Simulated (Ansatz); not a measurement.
Input file for Ansatz (an electronic-structure program):

Ansatz 0.2 input:
```yaml
crystal:
  lattice:
    - [2.1206339723, -4.3694816345, 0.0]
    - [2.1206339723, 4.3694816345, 0.0]
    - [0.0, 0.0, 2.5046896341]
  atoms:
    - { symbol: C, position: [0.4047379716, 0.2263268478, 0.0] }
    - { symbol: C, position: [0.5952620284, 0.7736731522, 0.0] }
    - { symbol: C, position: [0.2263268478, 0.4047379716, 0.0] }
    - { symbol: C, position: [0.7736731522, 0.5952620284, 0.0] }
    - { symbol: C, position: [0.0186659326, 0.3518267257, 0.5] }
    - { symbol: C, position: [0.9813340674, 0.6481732743, 0.5] }
    - { symbol: C, position: [0.3518267257, 0.0186659326, 0.5] }
    - { symbol: C, position: [0.6481732743, 0.9813340674, 0.5] }
kpoints:
  mp_grid: { grid: [6, 6, 9] }
hamiltonian:
  xc: r2scan
  pseudopotentials: { azcp: { folder: ./paw }, kind: paw }
scf:
  occupations: { method: fixed }
output:
  optics: { e_range: [0.0, 15.0], de: 0.05, sigma: 0.1, bands: { spectra_wanted_up_to: 12 eV } }
```

Output (shortened):

```
output.optics: the spectra are integrated over the Brillouin zone by k·p interpolation around the k-points, where levels, occupations, output.optics.sigma and …
Pseudopotentials: kind: paw
Pseudopotential: C, paw, valence charge 4
Functional definition: r2SCAN
Crystal: 8 atoms, lattice volume = 46.417 Å³
Basis set: ecut = 500 eV, 1165 PW (Γ), exchange–correlation on 144×144×80 points (64 copies of the dense FFT grid, shifted against one another)
Bands: 24, of which v1, the nominal top of the filled ones, is band 16 counted from 1 (15 counted from 0)
Symmetry: 8 space group operations
Space group: Cmmm (ITA 65), of the structure as read, at distance tolerance 3.6e-5 Å
k-points: 65 of 324
PAW frozen core: C, regenerated for the run's functional
Initial density: superposition of atomic densities (chi_scale 0.1, normalization cell)
Initial wavefunctions: pseudopotential atomic-orbital guess
Eigensolver: davidson
Functional: x = r2scan, c = r2scan; τ floored in thin density (d = 2e-4 eV/Å³)
SCF iter   1: F=—  HF=-2012.378143 eV  |F-HF|=—  |Δ(HF+E_count)|=         —  Δρ=1.34e-1  dr2=5.96e0  dr2_τ=1.89e0  ethr=3.10e-3  ⟨swp⟩=4.6  Hψ=6648  notcnv=0  defer=340
all-band conjugate gradients solve this SCF's bands
preconditioner: auto → none
SCF iter   2: F=—  HF=-2011.305428 eV  |F-HF|=—  |Δ(HF+E_count)|=    1.07e0  Δρ=5.72e-2  dr2=9.26e-1  dr2_τ=2.56e-2  ethr=3.10e-3  ⟨swp⟩=3.0  Hψ=3538  notcnv=0  defer=304
SCF iter   3: F=—  HF=-2011.312347 eV  |F-HF|=—  |Δ(HF+E_count)|=   6.92e-3  Δρ=1.05e-2  dr2=6.62e-2  dr2_τ=5.04e-3  ethr=2.89e-3  ⟨swp⟩=2.9  Hψ=2546  notcnv=0  defer=334
SCF iter   4: F=—  HF=-2011.298282 eV  |F-HF|=—  |Δ(HF+E_count)|=   1.41e-2  Δρ=4.21e-3  dr2=6.34e-3  dr2_τ=5.79e-4  ethr=2.07e-4  ⟨swp⟩=2.8  Hψ=2489  notcnv=0  defer=386
SCF iter   5: F=—  HF=-2011.298129 eV  |F-HF|=—  |Δ(HF+E_count)|=   1.53e-4  Δρ=1.13e-3  dr2=3.49e-4  dr2_τ=2.26e-5  ethr=1.98e-5  ⟨swp⟩=2.4  Hψ=2398  notcnv=0  defer=389
SCF iter   6: F=—  HF=-2011.298159 eV  |F-HF|=—  |Δ(HF+E_count)|=   3.03e-5  Δρ=2.29e-4  dr2=1.05e-5  dr2_τ=8.67e-7  ethr=1.09e-6  ⟨swp⟩=2.2  Hψ=2253  notcnv=0  defer=389
SCF iter   7: F=—  HF=-2011.298164 eV  |F-HF|=—  |Δ(HF+E_count)|=   5.31e-6  Δρ=3.67e-5  dr2=1.44e-7  dr2_τ=1.62e-8  ethr=3.27e-8  ⟨swp⟩=2.1  Hψ=2379  notcnv=0  defer=216
SCF iter   8: F=—  HF=-2011.298165 eV  |F-HF|=—  |Δ(HF+E_count)|=   8.78e-7  Δρ=4.51e-6  dr2=2.36e-9  dr2_τ=4.47e-10  ethr=4.49e-10  ⟨swp⟩=2.0  Hψ=2507  notcnv=0  defer=185
SCF iter  10: F=-2011.298165 eV  HF=-2011.298165 eV  |F-HF|=6.82e-13  |Δ(HF+E_count)|=  6.59e-12  Δρ=5.82e-8  dr2=6.35e-13  dr2_τ=8.84e-14  ethr=1.00e-12  ⟨swp⟩=10.4  Hψ=6895  notcnv=0
SCF 1 converged in 10 iterations: F = -2011.298165 eV  dr2 = 6.35e-13
NSCF: frozen V_eff on 65 k-points
Optics k sum: 0 of 65 k-points
Optics k sum: 4 of 65 k-points
Optics k sum: 7 of 65 k-points
Optics k sum: 10 of 65 k-points
Optics k sum: 13 of 65 k-points
Optics k sum: 17 of 65 k-points
Optics k sum: 20 of 65 k-points
Optics k sum: 23 of 65 k-points
Optics k sum: 26 of 65 k-points
Optics k sum: 30 of 65 k-points
Optics k sum: 33 of 65 k-points
Optics k sum: 36 of 65 k-points
Optics k sum: 39 of 65 k-points
Optics k sum: 43 of 65 k-points
Optics k sum: 46 of 65 k-points
Optics k sum: 49 of 65 k-points
Optics k sum: 52 of 65 k-points
Optics k sum: 56 of 65 k-points
Optics k sum: 59 of 65 k-points
Optics k sum: 62 of 65 k-points
Optics k sum: 65 of 65 k-points
Optics k sum: 0 of 65 k-points
Optics k sum: 4 of 65 k-points
Optics k sum: 7 of 65 k-points
Optics k sum: 10 of 65 k-points
Optics k sum: 13 of 65 k-points
Optics k sum: 17 of 65 k-points
Optics k sum: 20 of 65 k-points
Optics k sum: 23 of 65 k-points
Optics k sum: 26 of 65 k-points
Optics k sum: 30 of 65 k-points
Optics k sum: 33 of 65 k-points
Optics k sum: 36 of 65 k-points
Optics k sum: 39 of 65 k-points
Optics k sum: 43 of 65 k-points
Optics k sum: 46 of 65 k-points
Optics k sum: 49 of 65 k-points
Optics k sum: 52 of 65 k-points
Optics k sum: 56 of 65 k-points
Optics k sum: 59 of 65 k-points
Optics k sum: 62 of 65 k-points
Optics k sum: 65 of 65 k-points
NSCF: frozen V_eff on 1 k-points
NSCF: frozen V_eff on 1 k-points
NSCF: frozen V_eff on 1 k-points
NSCF: frozen V_eff on 1 k-points
NSCF: frozen V_eff on 1 k-points
output.optics: what the bands over the 34 summed would add to eps1, eps2 and the energy-loss function is held between a lower and an upper bound (7 Lanczos …
SCF converged after 10 iterations
Free energy (F): -2011.298165 eV
Harris-Foulkes:  -2011.298165 eV  (|F-HF|=6.82e-13)
Internal energy: -2011.298165 eV  (E = F + TS)
E sigma→0 (E₀):  -2011.298165 eV
Fermi energy:    13.109819 eV
--- Per-component energies (eV) ---
  E_band       = 110.855133
  E_kinetic    = 717.906730
  E_local      = -481.484432  (includes V_loc(G=0)·N_el)
  E_nonlocal   = 180.989788
  E_hartree    = 121.623260
  E_xc         = -375.085275
  E_vxc        = -515.777861  (∫ρ·V_xc dr)
  E_paw        = -811.594757  (= ΣΔE_a)
  E_vpaw       = -61.231449  (= ΣTr[D̂ρ^β])
  E_aug_tail   = 0.000021  (compensation charges beyond the density's cutoff)
  E_vtau       = 27.205824  (kinetic-family band-sum trace: ∫τ·v_τ [+ j·A + Jᵃ·Aᵃ] dr)
  E_ewald      = -1363.455310
  E_core_change = -0.198191  (= ΣΔE_core)
  E_smearing   =  0.000000  (= −TS)
  E_closure    = 0.000000  (closes the sum)
  Σ components = -2011.298165   (vs F -2011.298165, Δ=0.00e0)
  [band-id]    e_kinetic+e_local+e_nonlocal+2·e_hartree+e_vxc+e_vpaw+e_augmentation_tail+e_vtau = 110.855141   (vs E_band 110.855133, Δ=7.72e-6)
--- Band table (eV; the first three rows and the last of 65) ---
  k-point 0: bands = ["-9.6842", "-4.3304", "-3.0170", "-2.8862", "-2.3011", "0.3039", "1.7844", "6.4009", "8.3893", "8.4516", "9.0315", "9.7506", "10.8690", "11.0144", "11.1861", "11.8520", "17.9948", "18.2685", "18.4574", "18.6490", "21.6075", "22.3569", "22.8974", "23.3036"]
  k-point 1: bands = ["-9.4467", "-4.1074", "-2.8749", "-2.6703", "-2.0856", "0.5115", "2.0157", "5.2017", "8.3284", "8.3470", "8.6182", "8.6498", "10.0850", "10.3069", "10.7901", "11.5719", "18.0722", "18.8311", "19.0214", "19.5691", "21.3502", "22.8463", "22.9329", "24.0675"]
  k-point 2: bands = ["-8.7393", "-3.4413", "-2.5721", "-2.0271", "-1.4424", "1.0934", "2.6120", "3.0013", "6.3368", "7.0273", "7.3788", "7.5161", "9.3495", "9.4811", "9.9167", "10.6997", "18.0752", "19.5161", "19.7927", "20.5167", "22.7570", "22.8974", "24.6712", "25.1064"]
  k-point 64: bands = ["-4.8992", "-4.6922", "-1.8761", "-1.7348", "-0.6337", "1.2298", "2.6797", "3.8834", "3.9958", "5.6008", "6.4413", "6.7682", "6.8869", "7.1817", "8.3399", "8.3616", "17.4405", "17.6511", "18.5223", "19.6870", "22.9738", "22.9752", "24.9856", "25.7627"]
  band table: 24 of 24 bands, residual norms ≤ 1.0e-3 eV
```

Cost: around 2.5 core-minutes (rough) on shared cores.

The start of the workflow was typed in or built on a structure type; the Crystallography Open Database copy checked does not list it. It is not the phase usual at ambient conditions (space group No. 194, 227). The cell was relaxed with r²SCAN under the symmetry of its start; whether a distortion lowers the energy is not shown.

Potentials: the earlier of the program's two PAW sets.

Ansatz is a plane-wave DFT program.
